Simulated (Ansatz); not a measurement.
# Moments of MnHg against volume

Level of theory: DFT PBEsol, scalar-relativistic, plane waves, PAW (Ansatz 0.2.0).

```xyz
4
Lattice="3.3150 0.0000 3.3150 0.0000 3.3150 3.3150 0.0000 0.0000 6.6300" Properties=species:S:1:pos:R:3 pbc="T T T"
Mn    1.6575    1.6575    8.2875
Hg    0.0000    0.0000    0.0000
Mn    1.6575    1.6575    4.9725
Hg    0.0000    0.0000    3.3150
```

```
plane-wave cutoff                               : 420 eV
Γ-centred k-mesh                                : 12×12×6
occupation rule                                 : Gaussian smearing, 0.1 eV
list of starting moments (μB, in atom order)    : 4 0 -4 0
check for lower electronic states after the SCF : off
```

The cell is scaled evenly at fixed fractional positions, V₀ being the volume of the cell shown; start: antiferromagnetic, doubled cell, propagation vector (1/2, 1/2, 1/2). The states are those that the runs reached from these starts; a lower one can exist. Energies are extrapolated to zero smearing.

Site moments are spin moments in atom-centred spheres that scale with the neighbour distance.

```
 V/V₀  E above lowest (meV/atom) P (GPa) cell moment (μB) site moments (μB)
0.800                      118.7     19.8              0.00  Mn +3.25, Mn -3.25
0.860                       26.4      8.1              0.00  Mn +3.49, Mn -3.49
0.920                        0.0      0.2              0.00  Mn +3.68, Mn -3.68
0.960                        8.0     -3.5              0.00  Mn +3.79, Mn -3.79
1.000                       30.8     -6.4              0.00  Mn +3.88, Mn -3.88
1.040                       64.9     -8.5              0.00  Mn +3.97, Mn -3.97
1.100                      131.3    -10.7              0.00  Mn +4.09, Mn -4.09
1.180                      237.2    -12.4              0.00  Mn +4.22, Mn -4.22
```

Cost: 8 runs of about 1.4 core-minutes in all, on Intel Xeon 6975P-C (Granite Rapids) (shared hosts).